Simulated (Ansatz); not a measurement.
TaAl:
```cif
data_Al4Ta4
_chemical_formula_sum 'Ta4 Al4'
_space_group_name_H-M_alt 'Fm-3m'
_space_group_IT_number 225
_space_group_name_Hall '-F 4 2 3'
_cell_length_a 5.28384
_cell_length_b 5.28384
_cell_length_c 5.28384
_cell_angle_alpha 90.000
_cell_angle_beta 90.000
_cell_angle_gamma 90.000
loop_
_atom_site_label
_atom_site_type_symbol
_atom_site_symmetry_multiplicity
_atom_site_Wyckoff_symbol
_atom_site_fract_x
_atom_site_fract_y
_atom_site_fract_z
_atom_site_occupancy
Ta1 Ta 4 a 0.00000 0.00000 0.00000 1
Al1 Al 4 b 0.50000 0.50000 0.50000 1
```
(The calculation used a cell of 2 atoms; values per cell refer to that cell.)

Relaxed with PBE.

Problem. Which orbitals make up the states near the Fermi level in the program Ansatz at the PBE level (PAW)?

Solution. Within 0.5 eV of the Fermi level: Ta 5d 81 %, Al 3p 15 %. Projections are on Löwdin-orthogonalised atomic valence shells; empty p or d shells of many metals are not among them.

Problem. Tabulate the density of states.

Solution. States/eV per cell of 2 atoms, in 0.25 eV bins, energy from the Fermi level.

```tsv
E (eV)	total	Ta 5d	Al 3p	Al 3s
-7.85	0.23	0.00	0.04	0.07
-7.60	0.26	0.01	0.06	0.08
-7.35	0.29	0.01	0.07	0.09
-7.10	0.33	0.02	0.08	0.10
-6.85	0.36	0.03	0.10	0.11
-6.60	0.41	0.04	0.11	0.13
-6.35	0.46	0.06	0.12	0.15
-6.10	0.53	0.09	0.13	0.17
-5.85	0.68	0.17	0.14	0.22
-5.60	0.86	0.28	0.15	0.28
-5.35	0.91	0.32	0.15	0.31
-5.10	1.05	0.41	0.15	0.39
-4.85	1.06	0.45	0.09	0.47
-4.60	0.07	0.01	0.01	0.04
-4.35	0.31	0.08	0.07	0.13
-4.10	0.40	0.13	0.12	0.10
-3.85	0.57	0.22	0.18	0.10
-3.60	0.81	0.34	0.26	0.11
-3.35	0.88	0.40	0.28	0.11
-3.10	0.96	0.47	0.31	0.11
-2.85	1.11	0.56	0.38	0.10
-2.60	1.26	0.66	0.47	0.07
-2.35	3.38	1.92	1.30	0.05
-2.10	2.11	1.44	0.57	0.04
-1.85	1.69	1.23	0.38	0.03
-1.60	1.57	1.19	0.32	0.02
-1.35	2.48	1.81	0.60	0.01
-1.10	2.43	1.74	0.62	0.02
-0.85	1.44	1.05	0.34	0.02
-0.60	1.15	0.88	0.24	0.01
-0.35	0.76	0.58	0.16	0.01
-0.10	0.72	0.58	0.12	0.00
0.15	0.79	0.67	0.10	0.00
0.40	0.91	0.77	0.10	0.01
0.65	1.18	0.92	0.16	0.02
0.90	1.64	1.15	0.29	0.03
1.15	2.01	1.41	0.32	0.04
1.40	2.26	1.65	0.25	0.03
1.65	1.44	1.18	0.10	0.02
1.90	1.76	1.51	0.11	0.03
2.15	3.13	2.67	0.20	0.06
2.40	1.81	1.39	0.15	0.03
2.65	2.38	1.56	0.30	0.13
2.90	1.65	0.92	0.27	0.17
3.15	1.11	0.58	0.22	0.13
3.40	0.88	0.41	0.23	0.10
3.65	0.83	0.35	0.27	0.10
3.90	0.86	0.34	0.31	0.10
4.15	0.92	0.33	0.37	0.11
4.40	0.96	0.32	0.41	0.11
4.65	1.01	0.31	0.47	0.10
```

The start of the workflow was typed in or built on a structure type; neither database checked (COD, Materials Project) lists it. Its standing as an ambient phase is unchecked. Symmetry was held in the PBE relaxation; its stability against distortions is not shown here. No spin polarisation was allowed. Its formation energy is positive at this level, so the cell may be metastable or incomplete. Scalar-relativistic: spin–orbit coupling is off unless named, which matters more the heavier the elements.

Potentials: the earlier of the program's two PAW sets.
